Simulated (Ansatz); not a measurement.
La2O3 (A-La2O3 type, space group P-3m1)

```xyz
5
Lattice="3.9061 0.0000 0.0000 -1.9531 3.3828 0.0000 0.0000 0.0000 6.0402" Properties=species:S:1:pos:R:3 pbc="T T T"
La     0.0000     2.2552     1.4821
La     1.9531     1.1276     4.5582
O      0.0000     0.0000     0.0000
O      0.0000     2.2552     3.9021
O      1.9531     1.1276     2.1382
```

Scan: atom 5 (O, nearest neighbour La at 2.349 Å; its periodic images, 3.9 Å or more away, move with it) is displaced along Cartesian z, direction (0.000, 0.000, 1.000) in Cartesian axes, by s. The other atoms stay.

Level of theory: PBEsol (plane waves to 420 eV, PAW, scalar-relativistic; Ansatz, a program for electronic structure). k mesh 8×8×5 (Γ-centred), Fermi-Dirac smearing 0.05 eV. The energy includes the smearing's −TS. Left out: 2 of 11 points, with atoms too close for the PAW data. La2O3 is run without spin polarisation. La2O3 was relaxed with its symmetry unable to fall. The zero of ΔE is the undisplaced structure.

```tsv
s (Å)	ΔE (meV/cell)
-0.470	580
-0.376	withheld
-0.282	249
-0.188	120
-0.094	33
0.000	0
0.094	38
0.188	168
0.282	412
```

### Question
Fit a polynomial form (powers 2, 3, 4) to the given rows and predict ΔE at s = -0.376.

### Answer
Least squares on the 8 given rows: ΔE = (4046)·s² + (3639)·s³ + (1314)·s⁴, in meV/cell with s in Å; root-mean-square residual 0.5 meV/cell. At -0.376 the fit gives 405 meV/cell; the calculation gives 406 meV/cell, so the interpolation is off by -1 (-0.2 %). The quadratic term alone would give 572 meV/cell.

(For displaced atoms, the force is minus the slope of the energy, and its curvature is a force constant, which sets phonon frequencies.)
